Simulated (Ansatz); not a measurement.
# Fitting the PBE energy curve of LiRe3

It takes space group Fm-3m (No. 225, cubic). The conventional cell has a = 6.106 Å, b = 6.106 Å, c = 6.106 Å, α = 90.00°, β = 90.00°, γ = 90.00°. Re (site symmetry m-3m) has 8 Re at 2.64 Å as nearest neighbours. Re (site symmetry -43m) is surrounded by 4 Re at 2.64 Å and 4 Li at 2.64 Å. Around Li (site symmetry m-3m) lie 8 Re at 2.64 Å.

The cell comes from a database or a generator and needn't be the stable form of this composition.

The cell was scaled at fixed shape and fractions and run with Ansatz, Ansatz PAW, cutoff 420 eV; PBE, k mesh 8 × 8 × 8 on the cell of 4 atoms, fermi-dirac occupations of 0.05 eV, no spin polarisation, no spin-orbit coupling. Energies are those that the program minimises, any entropy of the smearing included. For a metal such a mesh isn't converged to the digits shown.

```csv
V (Å³/atom),energy over the lowest row (meV/atom)
13.3730,30.83
13.6575,9.82
13.9420,0.00
14.2266,?
14.5111,9.52
14.7956,26.87
15.0801,51.50
```

**Question.** Fit the third-order Birch-Murnaghan form, give V0, B0 and B′, and predict the energy left open.

**Answer.** With y = (V0/V)^(2/3), E = E0 + (9 V0 B0/16) [(y - 1)³ B′ + (y - 1)² (6 - 4y)]. Least squares through the rows shown give V0 = 14.0757 Å³/atom, E0 = -1.07 meV, B0 = 265.9 GPa (1 eV/Å³ = 160.218 GPa) and B′ = 4.36, with a largest miss of 0.01 meV. At V = 14.2266 the form with these constants gives 0.25 meV; the run gave 0.24 meV an atom.
